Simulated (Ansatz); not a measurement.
**EuPt₂, first-principles data**

EuPt2:
```
EuPt2
1.0
    0.00000     3.87168     3.87168
    3.87168     0.00000     3.87168
    3.87168     3.87168     0.00000
Eu Pt
2 4
Direct
  0.50000   0.50000   0.50000
  0.75000   0.75000   0.75000
  0.12500   0.12500   0.12500
  0.62500   0.12500   0.12500
  0.12500   0.12500   0.62500
  0.12500   0.62500   0.12500
```
The run is spin-polarised; directions of the spins, atom by atom: ↑ ↑ 0 0 0 0.

Space group Fd-3m (No. 227), cubic Laves (MgCu2 type); conventional cell a = b = c = 7.743 Å, α = β = γ = 90.00°.

Method: r²SCAN (plane waves, PAW; program Ansatz). The cell and atoms are relaxed at this level. Other levels are named where they apply.

### Cell and energy

```yaml
volume_per_atom: 19.35 Å³
density: 15.51 g/cm³
Formation energy from the elements (no fitted shifts): -1067 meV/atom
```

### Electronic structure

```yaml
electronic_character: metallic (no gap)
Density of states at the Fermi level: 0.98 states/eV per atom (mean over ±0.08 eV)
```

### Magnetism

```yaml
magnetic_order: ferromagnetic
net_moment: 2.34 μB per atom
```

The first step of the workflow began from a Materials Project structure, measured or hypothetical; the Crystallography Open Database files this formula in space group No. 227, but the cells were not matched. Its standing as an ambient phase is unchecked. Symmetry was held in the r²SCAN relaxation; whether a distortion lowers the energy is not shown. Magnetic state: ferromagnetic, chosen from 2 collinear starts compared on coarse meshes (ties went to the first, and starts can fall back to one state), not a proven ground state. The 4f shell is in the valence, and the state reached may lie above the lowest one. Other orbital occupations within this spin state were not tried. No Hubbard U is applied. Point labels and valley counts follow the cell and symmetry of the run, lower than the named group. The references are the lowest solids computed at this level, not always the standard phases. Spin–orbit coupling is left out wherever it is not named.

Potentials: the later of the program's two PAW sets.
